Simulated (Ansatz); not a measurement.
MoS2:
```xyz
6
Lattice="3.1741 0.0000 0.0000 -1.5870 2.7488 0.0000 0.0000 0.0000 12.4868" Properties=species:S:1:pos:R:3 pbc="T T T"
Mo     0.0000     1.8326     3.1217
Mo     1.5870     0.9163     9.3651
S      0.0000     1.8326     7.8118
S      1.5870     0.9163     1.5684
S      1.5870     0.9163     4.6750
S      0.0000     1.8326    10.9183
```

Relaxed with r²SCAN+D4.

Task: Give the Bader charges and basin volumes of the independent atoms, plane-wave PAW r²SCAN+D4 (Ansatz code).

Result: 

```tsv
atom	Bader charge (e)	Bader volume (Å³)
Mo1	+1.31	12.3
S3	-0.66	21.1
```

Space group P6_3/mmc. The r²SCAN+D4 relaxation kept the symmetry of its start. No spin polarisation was allowed.

Potentials: the later of the program's two PAW sets.
